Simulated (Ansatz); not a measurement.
YPb2 (space group Cmcm)

```yaml
crystal:
  lattice:
    - [2.26351, -8.41328, 0.00000]
    - [2.26351, 8.41328, 0.00000]
    - [0.00000, 0.00000, 4.49265]
  atoms:
    - { symbol: Y, position: [0.09701, 0.90299, 0.75000] }
    - { symbol: Y, position: [0.90299, 0.09701, 0.25000] }
    - { symbol: Pb, position: [0.56610, 0.43390, 0.25000] }
    - { symbol: Pb, position: [0.43390, 0.56610, 0.75000] }
    - { symbol: Pb, position: [0.25142, 0.74858, 0.25000] }
    - { symbol: Pb, position: [0.74858, 0.25142, 0.75000] }
```

This relaxed cell (volume V₀) is scaled evenly in all directions, its shape held. The atoms relax within the cell's symmetry.

These are r2SCAN (plane waves to 500 eV, PAW, scalar-relativistic; Ansatz, a program for electronic structure) values and carry that method's errors. k mesh 11×11×10 (Γ-centred), Fermi-Dirac smearing 0.05 eV. Energies are smeared free energies. Compression counts positive. With the shape held, the modulus is that of even scaling; a crystal free to change shape is softer. Spin-orbit coupling is left out, though Pb is heavy. YPb2 is run without spin polarisation. YPb2 was relaxed with its symmetry unable to fall. ΔE is measured from the relaxed starting cell.

```json
[
 {"V (Å³/cell)": "160.85", "ΔE (kJ/mol of atoms)": "2.0", "P (GPa)": "4.0"},
 {"V (Å³/cell)": "162.56", "ΔE (kJ/mol of atoms)": "1.3", "P (GPa)": "3.3"},
 {"V (Å³/cell)": "164.27", "ΔE (kJ/mol of atoms)": "0.8", "P (GPa)": "2.5"},
 {"V (Å³/cell)": "165.98", "ΔE (kJ/mol of atoms)": "0.5", "P (GPa)": "1.9"},
 {"V (Å³/cell)": "167.69", "ΔE (kJ/mol of atoms)": "0.2", "P (GPa)": "1.2"},
 {"V (Å³/cell)": "169.40", "ΔE (kJ/mol of atoms)": "0.0", "P (GPa)": "0.6"},
 {"V (Å³/cell)": "171.11", "ΔE (kJ/mol of atoms)": "0.0", "P (GPa)": "0.0"},
 {"V (Å³/cell)": "172.82", "ΔE (kJ/mol of atoms)": "0.0", "P (GPa)": "-0.6"},
 {"V (Å³/cell)": "174.53", "ΔE (kJ/mol of atoms)": "0.2", "P (GPa)": "-1.1"},
 {"V (Å³/cell)": "176.25", "ΔE (kJ/mol of atoms)": "0.4", "P (GPa)": "-1.6"},
 {"V (Å³/cell)": "177.96", "ΔE (kJ/mol of atoms)": "0.7", "P (GPa)": "-2.0"},
 {"V (Å³/cell)": "179.67", "ΔE (kJ/mol of atoms)": "1.1", "P (GPa)": "-2.5"},
 {"V (Å³/cell)": "181.38", "ΔE (kJ/mol of atoms)": "1.6", "P (GPa)": "-2.9"}
]
```

Read from the data:

The pressure at the smallest volume is 4.0 GPa. The energy cost of the largest compression is 20 meV/atom. The energy cost of the largest expansion is 16 meV/atom and the bulk modulus at fixed cell shape B₀ (third-order Birch-Murnaghan fit) comes out as 56.9 GPa. The pressure derivative B₀′ (fit) is 4.5 and the equilibrium volume of the fit is 28.52 Å³/atom. The pressure for 5 % compression (fit) comes out as 3.3 GPa.

The 13 points together took around 80 core-minutes (rough).

(A scan under strain: stresses follow from slopes of the energy per volume, elastic moduli from its curvatures.)
